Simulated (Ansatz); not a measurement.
Zn₄Te₃S:
Space group P-4m2 (No. 115); a = 4.2111 Å, b = 4.2111 Å, c = 11.7934 Å, α = 90.00°, β = 90.00°, γ = 90.00°

```json
[
 {"atom": "Zn", "site": "2g", "symmetry": "2mm.", "x": "0.0000", "y": "0.5000", "z": "0.3983"},
 {"atom": "S", "site": "1c", "symmetry": "-4m2", "x": "0.5000", "y": "0.5000", "z": "0.5000"},
 {"atom": "Te", "site": "2e", "symmetry": "2mm.", "x": "0.0000", "y": "0.0000", "z": "0.2657"},
 {"atom": "Zn", "site": "2g", "symmetry": "2mm.", "x": "0.5000", "y": "0.0000", "z": "0.1332"},
 {"atom": "Te", "site": "1b", "symmetry": "-4m2", "x": "0.5000", "y": "0.5000", "z": "0.0000"}
]
```

Relaxed with r²SCAN. 

Q: HSE06 on this cell (Ansatz, a first-principles code, PAW) gives a gap of 2.06 eV. What does r²SCAN give?

A: 1.59 eV.

Cost on shared cores: the r²SCAN run (SCF on a 7×7×3 mesh, then bands and DOS) roughly 9 core-minutes, the HSE06 run (SCF on 4×4×2, then a few points) very roughly 5 core-minutes; the tasks are unlike.

The start of the workflow was typed in or built on a structure type; neither database checked (COD, Materials Project) lists it. Whether it is the stable phase at ambient conditions was not checked. The r²SCAN relaxation kept the symmetry of its start; whether a distortion lowers the energy is not shown. Spin–orbit coupling is left out wherever it is not named.

Potentials: the earlier of the program's two PAW sets.

Ansatz is a plane-wave DFT program.
